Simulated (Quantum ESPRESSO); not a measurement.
**Electric field gradients in Mg$_{4}$SO$_{3}$ (changed cell)**

```
CELL_PARAMETERS angstrom
      4.58180     0.00000     0.00000
      0.00000     4.58180     0.00000
      0.00000     0.00000     4.58180
ATOMIC_POSITIONS crystal
  Mg 0.00000 0.00000 0.00000
  S  0.50000 0.00000 0.00000
  Mg 0.00000 0.50000 0.50000
  O  0.50000 0.50000 0.50000
  Mg 0.50000 0.00000 0.50000
  O  0.00000 0.00000 0.50000
  Mg 0.50000 0.50000 0.00000
  O  0.00000 0.50000 0.00000
```
The cell was made here from a computed Materials Project entry: one of 4 O replaced by S, cell and atoms relaxed (PBE without dispersion, pw.x of a modified build of Quantum ESPRESSO, symmetry kept). The parent is MgO in Fm-3m. The swapped cell is a model, not a known phase. Stability against distortions was not tested.

Principal values are ordered |Vxx| ≤ |Vyy| ≤ |Vzz|, η = (Vxx − Vyy)/Vzz, and C_Q = eQVzz/h is given by its size. Cores are frozen. Against all-electron runs on small test molecules, this scheme's |Vzz| missed by −2 to +6 % on O. Mg had no test against all-electron runs. The structure is static (0 K, no zero-point motion).

Quadrupole moments taken as inputs (sizes, barn, from the tables of PySCF and pymatgen): ²⁵Mg 0.199, ³³S 0.0678, ¹⁷O 0.0256.

**Question.** What do the calculations give at each independent site (field gradients by a PBE PAW density (pw.x of Quantum ESPRESSO, JTH datasets) with the all-electron reconstruction of Petrilli and co-workers, 22.5 Ha, k-mesh 5×5×5 through Γ)?

**Answer.** 
```tsv
site	site symmetry	Vzz (10²¹ V/m²)	η_Q	∣C_Q∣ (MHz)
Mg1 (atoms 1, 5, 7)	4/mmm	-1.75	0.00	8.44 (²⁵Mg)
S (atom 2)	m-3m	0	–	0 (³³S)
Mg2 (atom 3)	m-3m	0	–	0 (²⁵Mg)
O (atoms 4, 6, 8)	4/mmm	0.63	0.00	0.39 (¹⁷O)
```
